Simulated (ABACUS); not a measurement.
A self-consistent single point of SnO (P4/nmm, 4 atoms in the cell; from Materials Project mp-2097, changed as shown).

```xyz
4
Lattice="3.8639 0.0000 0.0000 0.0000 3.8639 0.0000 0.0000 0.0000 4.9512" Properties=species:S:1:pos:R:3 pbc="T T T"
Sn     0.0000     1.9319     1.1654
Sn     1.9319     0.0000     3.7858
O      1.9319     1.9319     0.0000
O      0.0000     0.0000     0.0000
```

Method: PBEsol, PseudoDojo 0.4 standard norm-conserving PBEsol (tails mended) pseudopotentials (plane waves; ABACUS).

ABACUS settings:

```
key                                                                      value
---------------  -------------------------------------------------------------
KPT                                                          Gamma 6 6 5 0 0 0
basis_type                                                                  pw
dft_functional                                                          PBESOL
ecutwfc                                                                  84 Ry
smearing_method                                                             fd
smearing_sigma                                                   0.00146997 Ry
potentials       PseudoDojo 0.4 standard norm-conserving PBEsol (tails mended)
symmetry                                                                     1
ks_solver                                                                   cg
scf_nmax                                                                   100
scf_thr                                                             1.0e-09 Ry
mixing_type                                                            broyden
```

Q: Estimate, at this level of theory: pressure and largest force (vector length).

A: The run gave:

- Pressure: -3.90 GPa
- Largest force (vector length): 0.449 eV/Å

For comparison: a first run was changed to give this one (volume scaled by 1.04), and from it to this one the free energy goes up by 10.1 meV/atom, the pressure goes from -0.57 to -3.90 GPa and the largest force goes from 0.065 to 0.449 eV/Å.

The structure comes from a collection of computed structures, made at another level of theory; the collection holds predicted forms beside known ones.

Cost on one core: about 4 core-minutes (a rough figure).

“Tails mended”: in these copies of the files the far tail of each local potential was reset to the Coulomb form.
